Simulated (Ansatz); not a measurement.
Zr:
Space group P6₃/mmc (No. 194); a = b = 3.2465 Å, c = 5.1521 Å, α = β = 90.00°, γ = 120.00°

```json
[
 {"atom": "Zr", "site": "2c", "symmetry": "-6m2", "x": "0.3333", "y": "0.6667", "z": "0.2500"}
]
```

Relaxed at zero pressure with DFT-r²SCAN in the program Ansatz with PAW potentials.

### Question
The volume is raised by 9 % and shape and atoms relax at that volume. What pressure results, and how do the axes share the change?

### Answer
-7.2 GPa; a 3.0 %, b 3.0 %, c 2.7 %; the energy rises by 50 meV/atom.

### Question
Give the new structure.

### Answer

Space group P6₃/mmc (No. 194); a = b = 3.344 Å, c = 5.293 Å, α = β = 90.00°, γ = 120.00°

| atom | site | symmetry | x | y | z |
|---|---|---|---|---|---|
| Zr | 2c | -6m2 | 0.3333 | 0.6667 | 0.2500 |

The phase is kept; no other phase was compared at this pressure.

Space group P6_3/mmc (hcp (Mg type)). The cell was relaxed with r²SCAN under the symmetry of its start; of distortions, only those at the zone centre were tested. No spin polarisation was allowed. Axis ratios of metals converge slowly with the k-mesh, so a and c are less sure than the volume.

Potentials: the earlier of the program's two PAW sets.
